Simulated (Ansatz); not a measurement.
A generator proposed this cell of Si₄Cl.

```
Si Cl
1.0
     3.98323    0.00000    0.00000
     0.00000    3.98323    0.00000
     0.00000    0.00000    6.59755
Si Cl
4 1
Direct
  0.50000 0.50000 0.50000
  0.50000 0.50000 0.00000
  0.50000 0.50000 0.78155
  0.50000 0.50000 0.21845
  0.00000 0.00000 0.00000
```

Level of theory: DFT PBE, scalar-relativistic, plane waves, PAW in Ansatz 0.2.0. Cutoff 420 eV; k points 4×4×4 on the computed 5-atom cell (Γ-centred); Gaussian smearing, width 0.10 eV; no spin polarisation.

Formation energies are uncorrected and refer to the elements' standard structures at the same level (Cl₂ as a molecule).

Problem. How far from equilibrium is it?

Solution. The pressure is 99.1 GPa (the mean over three directions, positive in compression), the largest force is 44.16 eV/Å, and the energy is +6.66 eV/atom against the elements. The shortest distance is 1.44 Å, so close that the PAW spheres overlap strongly and these values are rough.

Problem. Is it a good guess?

Solution. A poor one: relaxing gains about 5.7 eV/atom (the start's value is from the coarse mesh, so the gain is rough) in 33 ionic steps and ends at +0.93 eV/atom on the finer mesh. The symmetry stays P4/mmm (No. 123). The volume per atom grows by 7.1 %, from 20.9 to 22.4 Å³. The shortest distance goes from 1.44 Å (Si–Si) to 2.31 Å (Si–Si). The ratio c/a of the conventional cell changes by a factor of 1.75. Conventional cell: a = 3.383 Å, c = 9.794 Å. Si on a site of symmetry 4/mmm is surrounded by 2 Si at 2.31 Å; Si on a second site of symmetry 4/mmm is surrounded by 4 Cl at 2.39 Å and 2 Si at 2.59 Å; Cl has 4 Si at 2.39 Å; 1 more site not described.

The last run used a 12×12×4 mesh (in the run's order of axes) for its 5-atom cell and Gaussian smearing of 0.10 eV. The cell is a metal run without spin; a magnetic state may lie lower. The relaxation can't lower the symmetry of the start, and the grade says only how near the guess is to its own end. A structure relaxed within its symmetry needn't be a true minimum. Another cell of Si4Cl relaxed alike, in P-1, lies 0.87 eV/atom lower, so this cell isn't the stable form at this level.
